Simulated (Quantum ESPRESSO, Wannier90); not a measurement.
## Wannier functions of RuO₂ (rutile)

```
begin unit_cell_cart
ang
    4.4825000000    0.0000000000    0.0000000000
    0.0000000000    4.4825000000    0.0000000000
    0.0000000000    0.0000000000    3.1113400000
end unit_cell_cart
begin atoms_frac
Ru   0.5000000000  0.5000000000  0.5000000000
Ru   0.0000000000  0.0000000000  0.0000000000
O   -0.1945600000  0.1945600000  0.5000000000
O    0.1945600000 -0.1945600000  0.5000000000
O    0.3054400000  0.3054400000  0.0000000000
O   -0.3054400000 -0.3054400000  0.0000000000
end atoms_frac
```

Structure: Materials Project mp-825, symmetrised, not relaxed again. COD (Crystallography Open Database) has an entry of this formula and space group (matched by these alone). Computed values, not measurements, from PBEsol: Quantum ESPRESSO (norm-conserving PseudoDojo potentials, cutoff 68 Ry, spinors with spin-orbit coupling) on a Γ-centred 4×4×6 mesh, then Wannier90. Density: 8×8×10 mesh, cold smearing 0.01 Ry.

A tight-binding model is made by disentanglement and projection with no localisation steps (num_iter = 0), so the 44 orbitals stay atom-like: hydrogen-like Ru: d; O: p, axes along x, y, z; frozen window up to 3.00 eV relative to the Fermi level. It follows pw.x to 0.5 meV rms for states up to 1.0 eV relative to the Fermi level. Matrix elements depend on this choice of orbitals and windows.

Task: What are the on-site energies relative to the Fermi level, and how fast do the hoppings decay?

Result: 
| atom | orbitals | energy (eV) |
|---|---|---|
| Ru1 | dz2↑ dz2↓ | -0.73 |
| Ru1 | dxz↑ dxz↓ dyz↑ dyz↓ | -0.68 |
| Ru1 | dx2-y2↑ dx2-y2↓ | -1.55 |
| Ru1 | dxy↑ dxy↓ | -0.28 |
| Ru2 | dz2↑ dz2↓ | -0.73 |
| Ru2 | dxz↑ dxz↓ dyz↑ dyz↓ | -0.68 |
| Ru2 | dx2-y2↑ dx2-y2↓ | -1.55 |
| Ru2 | dxy↑ dxy↓ | -0.28 |
| O3 | pz↑ pz↓ | -3.64 |
| O3 | px↑ px↓ py↑ py↓ | -3.48 |
| O4 | pz↑ pz↓ | -3.64 |
| O4 | px↑ px↓ py↑ py↓ | -3.48 |
| O5 | pz↑ pz↓ | -3.64 |
| O5 | px↑ px↓ py↑ py↓ | -3.48 |
| O6 | pz↑ pz↓ | -3.64 |
| O6 | px↑ px↓ py↑ py↓ | -3.48 |

```tsv
distance of the centres (Å)	largest modulus (eV)
1–2	1.7
2–3	0.52
3–4	0.41
4–5	0.028
5–6	0.017
6–7	0.014
7–8	0.0038
```

Effective spin-orbit constants λ of λ L·S, from the same-site elements px↑–py↑ (λ/2) and dx2-y2↑–dxy↑ (λ), where they are among the larger elements: O3 p 0.0061 eV, O4 p 0.0061 eV, O5 p 0.0061 eV, O6 p 0.0061 eV.
